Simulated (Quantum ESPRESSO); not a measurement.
# Computed records: AlIn₂GaP₄ (made-up cell), AlSi₃C₃N (made-up cell), Mg₄S₃O (made-up cell)

Calculation on a made-up crystal cell, not a measurement, rerun at a higher cutoff and a denser mesh: periodic Kohn-Sham density functional theory in plane waves with PseudoDojo standard norm-conserving scalar-relativistic pseudopotentials, each functional with its own files (v0.5 for PBE, v0.4.1 for LDA and PBEsol), no spin polarisation, no spin-orbit coupling, atoms not relaxed, stress positive in tension, energies less a fixed whole-eV offset for each atom's element; levels are Kohn-Sham levels at fractions of this cell's reciprocal vectors, counted from the reference band (half the neutral cell's valence electrons, rounded up) at Gamma; error bars give the change to or from the runs named with them, not the error of the files; each bar is the largest change over components, and at least 0.002 eV, 0.002 eV per angstrom or 0.02 GPa; energies are for the whole cell, and the offsets were chosen from early runs and are not element reference energies. Program: Quantum ESPRESSO 7.5.

Settings shared by all entries: lattice type zincblende/diamond; functional pbe; fermi dirac smearing 0.025 eV; scf tolerance 1e-07 eV; electrons removed 0; k mesh 6 x 6 x 6, shifted by half a step.

```yaml
- entry: 1
  formula: AlIn2GaP4
  kind: "made-up cell"
  structure:
    cell_angstrom:
      - [5.8847, 0.0164, 0.0469]
      - [0.0164, 5.8972, 0.0208]
      - [0.0469, 0.0208, 5.903]
    atoms_fractional:
      - [Al, -0.00955, -0.00526, 0.00333]
      - [In, -0.00457, 0.50027, 0.50256]
      - [In, 0.50701, 0.00062, 0.50027]
      - [Ga, 0.49442, 0.49813, -0.00755]
      - [P, 0.24517, 0.24769, 0.24527]
      - [P, 0.24476, 0.7501, 0.75418]
      - [P, 0.75581, 0.25092, 0.7482]
      - [P, 0.74471, 0.74053, 0.25048]
  given:
    "cutoff [eV]": 1377
    atom_site: [1, 2, 3, 4, 5, 6, 7, 8]
    "atom_energy_offset [eV]": [-64, -1808, -1808, -2080, -189, -189, -189, -189]
  results:
    "free_energy_less_offsets [eV]": -0.5751
    scf_iterations: 11
    "smearing_term_minus_ts [eV]": 0.0
    "pressure [GPa]": -4.135
    "stress_xx [GPa]": 4.093
    "stress_yy [GPa]": 4.127
    "stress_zz [GPa]": 4.184
    "stress_yz [GPa]": 0.3472
    "stress_xz [GPa]": 0.7618
    "stress_xy [GPa]": 0.137
    force_site: [1, 2, 3, 4, 5, 6, 7, 8]
    "force_x [eV/angstrom]": [0.2424, 0.5611, -0.4174, -0.06206, 0.02919, 0.02034, -0.4029, 0.02932]
    "force_y [eV/angstrom]": [0.06401, 0.1395, 0.1094, -0.09326, -0.1856, 0.1543, -0.4232, 0.2349]
    "force_z [eV/angstrom]": [0.03649, -0.232, 0.001526, 0.1711, -0.927, 0.8638, 1.425, -1.339]
    "error_bar_energy [eV]": 0.007209
    "error_bar_stress [GPa]": 0.02
    "error_bar_force [eV/angstrom]": 0.002
    error_bars_from: "change from the looser run of this cell"
- entry: 2
  formula: AlSi3C3N
  kind: "made-up cell"
  structure:
    cell_angstrom:
      - [4.4386, 0.0396, 0.0667]
      - [0.0396, 4.4581, 0.0164]
      - [0.0667, 0.0164, 4.4333]
    atoms_fractional:
      - [Si, 0.01461, -0.00065, -0.0036]
      - [Al, 0.01389, 0.50702, 0.50025]
      - [Si, 0.51101, -0.01612, 0.50154]
      - [Si, 0.49012, 0.49404, 0.00605]
      - [C, 0.24014, 0.24294, 0.2398]
      - ["N", 0.25658, 0.75394, 0.75069]
      - [C, 0.74636, 0.24938, 0.73803]
      - [C, 0.75545, 0.74863, 0.27439]
  given:
    "cutoff [eV]": 1437
    atom_site: [1, 2, 3, 4, 5, 6, 7, 8]
    "atom_energy_offset [eV]": [-115, -64, -115, -115, -163, -283, -163, -163]
  results:
    "free_energy_less_offsets [eV]": -3.426
    scf_iterations: 12
    "smearing_term_minus_ts [eV]": 0.0
    "pressure [GPa]": -4.685
    "stress_xx [GPa]": 4.62
    "stress_yy [GPa]": 4.612
    "stress_zz [GPa]": 4.824
    "stress_yz [GPa]": -0.03624
    "stress_xz [GPa]": 6.953
    "stress_xy [GPa]": 5.155
    force_site: [1, 2, 3, 4, 5, 6, 7, 8]
    "force_x [eV/angstrom]": [-2.291, -0.5017, -0.3127, 1.931, 1.88, 0.6875, -0.5319, -0.8606]
    "force_y [eV/angstrom]": [0.6517, -1.076, 2.565, -0.4546, -1.086, 0.1224, -1.103, 0.3799]
    "force_z [eV/angstrom]": [0.5425, 0.6278, -0.06924, 0.1516, -0.193, 0.9268, 1.753, -3.74]
    reference_band: 16
    level_k_point: [Gamma, "(1/2,1/2,1/2)", "(0.15,0,0)", "(0,0.15,0)", "(0,0,0.15)"]
    "next_band_up [eV]": [0.7853, 2.678, 1.216, 1.241, 1.335]
    "error_bar_energy [eV]": 0.005089
    "error_bar_stress [GPa]": 0.02
    "error_bar_force [eV/angstrom]": 0.002538
    "error_bar_next_band_up [eV]": 0.002
    error_bars_from: "change from the looser run of this cell"
- entry: 3
  formula: Mg4S3O
  kind: "made-up cell"
  structure:
    cell_angstrom:
      - [5.7761, -0.0195, 0.0781]
      - [-0.0195, 5.8789, -0.0298]
      - [0.0781, -0.0298, 5.8513]
    atoms_fractional:
      - [Mg, -0.00616, -0.0064, -0.00082]
      - [Mg, -0.00848, 0.49661, 0.52316]
      - [Mg, 0.49098, 0.00741, 0.50973]
      - [Mg, 0.4842, 0.46656, -0.00245]
      - [S, 0.2679, 0.24505, 0.25175]
      - [O, 0.2572, 0.75969, 0.72974]
      - [S, 0.74408, 0.24607, 0.74133]
      - [S, 0.72732, 0.74537, 0.25673]
  given:
    "cutoff [eV]": 1437
    atom_site: [1, 2, 3, 4, 5, 6, 7, 8]
    "atom_energy_offset [eV]": [-1617, -1617, -1617, -1617, -302, -452, -302, -302]
  results:
    "free_energy_less_offsets [eV]": 4.313
    scf_iterations: 11
    "smearing_term_minus_ts [eV]": 0.0
    "pressure [GPa]": -6.83
    "stress_xx [GPa]": 6.655
    "stress_yy [GPa]": 7.282
    "stress_zz [GPa]": 6.555
    "stress_yz [GPa]": 0.3574
    "stress_xz [GPa]": 0.8392
    "stress_xy [GPa]": -0.005632
    force_site: [1, 2, 3, 4, 5, 6, 7, 8]
    "force_x [eV/angstrom]": [0.6828, 1.089, -0.8757, 0.1885, -1.286, -0.5541, 0.2277, 0.5275]
    "force_y [eV/angstrom]": [-0.793, 1.373, -1.554, 1.724, -0.319, 0.01247, -0.2465, -0.1972]
    "force_z [eV/angstrom]": [-0.4607, -0.2196, 0.5526, -0.6463, 0.3263, 0.1567, 0.567, -0.2761]
    reference_band: 32
    level_k_point: [Gamma, "(1/2,1/2,1/2)", "(0.15,0,0)", "(0,0.15,0)", "(0,0,0.15)"]
    "next_band_up [eV]": [1.786, 3.217, 2.129, 2.106, 2.128]
    "error_bar_energy [eV]": 0.002423
    "error_bar_stress [GPa]": 0.02
    "error_bar_force [eV/angstrom]": 0.00432
    "error_bar_next_band_up [eV]": 0.002
    error_bars_from: "change from the looser run of this cell"
```
